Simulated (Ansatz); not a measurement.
A distorted cell of LiTaO3 (LiNbO3 type, space group R3c):

```
CELL_PARAMETERS angstrom
      2.70225     1.56014     4.83077
     -2.70225     1.56014     4.83077
      0.00000    -3.12029     4.83077
ATOMIC_POSITIONS crystal
  Li 0.69271 0.69271 0.69271
  Li 0.19271 0.19271 0.19271
  Ta 0.98773 0.98773 0.98773
  Ta 0.48773 0.48773 0.48773
  O  0.66466 0.84019 0.26442
  O  0.84019 0.26442 0.66466
  O  0.26442 0.66466 0.84019
  O  0.76442 0.34019 0.16466
  O  0.34019 0.16466 0.76442
  O  0.16466 0.76442 0.34019
```

Level of theory: PBE (plane waves to 420 eV, PAW, scalar-relativistic; Ansatz, a first-principles code). k mesh 8×8×8 (Γ-centred), Fermi-Dirac smearing 0.05 eV. E stands for the smeared free energy. Compression counts positive. LiTaO3 is run without spin polarisation. LiTaO3 was relaxed with its symmetry unable to fall. Spin-orbit coupling is left out, though Ta is heavy.

Question: Give the stress tensor in GPa and the pressure.

Answer: 
```
   -7.4      0.0      0.0
    0.0     -7.4      0.0
    0.0      0.0    -10.1
```
The pressure, a third of the trace, is -8.3 GPa.

Question: It is the relaxed cell scaled evenly to V/V₀ = 1.128, atoms relaxed where free. What is its energy relative to the relaxed cell?

Answer: 46.6 meV/atom.

(Under strain, the slope of the energy per volume gives the stress and its curvature an elastic modulus.)
